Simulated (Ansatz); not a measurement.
BaF2:
```xyz
3
Lattice="0.0000 3.1231 3.1231 3.1231 0.0000 3.1231 3.1231 3.1231 0.0000" Properties=species:S:1:pos:R:3 pbc="T T T"
Ba     0.0000     0.0000     0.0000
F      1.5616     1.5616     1.5616
F      4.6847     4.6847     4.6847
```

Relaxed with PBE.

Map the valence electron density (e/Å³), cut off at 1 on the plane through (0.000, 0.000, 0.000) spanned by u = [1, 0, 0] and v = [-1, 1, 1] in lattice vectors, from the program Ansatz at the PBE level (PAW).

x is the fraction of u, y of v (the angle between them is 90°; rows are the nearest grid lines); atoms in the plane: Ba at (0.00, 0.00), F at (0.50, 0.25), F at (0.50, 0.75).
```
y \ x   0.000  0.0909  0.182  0.273  0.364  0.455  0.545  0.636  0.727  0.818  0.909   1.00
------  -----  ------  -----  -----  -----  -----  -----  -----  -----  -----  -----  -----
1.00    0.183   0.922   1.00  0.350  0.077  0.046  0.046  0.077  0.350   1.00  0.922  0.183
0.935   0.932    1.00   1.00  0.278  0.106  0.119  0.119  0.106  0.278   1.00   1.00  0.932
0.839   0.760   0.573  0.260  0.194  0.641   1.00   1.00  0.641  0.194  0.261  0.573  0.760
0.774   0.138   0.111  0.089  0.247   1.00   1.00   1.00   1.00  0.248  0.088  0.111  0.138
0.677   0.012   0.015  0.034  0.152  0.855   1.00   1.00  0.857  0.152  0.034  0.015  0.012
0.613   0.005   0.007  0.017  0.059  0.196  0.450  0.451  0.196  0.059  0.017  0.007  0.005
0.548   0.003   0.004  0.008  0.021  0.048  0.079  0.079  0.048  0.021  0.008  0.004  0.003
0.452   0.003   0.004  0.008  0.021  0.048  0.079  0.079  0.048  0.021  0.008  0.004  0.003
0.387   0.005   0.007  0.017  0.059  0.196  0.451  0.450  0.196  0.059  0.017  0.007  0.005
0.323   0.012   0.015  0.034  0.152  0.857   1.00   1.00  0.855  0.152  0.034  0.015  0.012
0.226   0.138   0.111  0.088  0.248   1.00   1.00   1.00   1.00  0.247  0.089  0.111  0.138
0.161   0.760   0.573  0.261  0.194  0.641   1.00   1.00  0.641  0.194  0.260  0.573  0.760
0.0645  0.932    1.00   1.00  0.278  0.106  0.119  0.119  0.106  0.278   1.00   1.00  0.932
0.000   0.183   0.922   1.00  0.350  0.077  0.046  0.046  0.077  0.350   1.00  0.922  0.183
```

The density is the valence pseudo-density with augmentation charge, so density and ELF within about 1 Å of a nucleus are not all-electron values.

Space group Fm-3m (fluorite). Symmetry was held in the PBE relaxation. Scalar-relativistic: spin–orbit coupling is off unless named, which matters more the heavier the elements.

Potentials: the later of the program's two PAW sets.
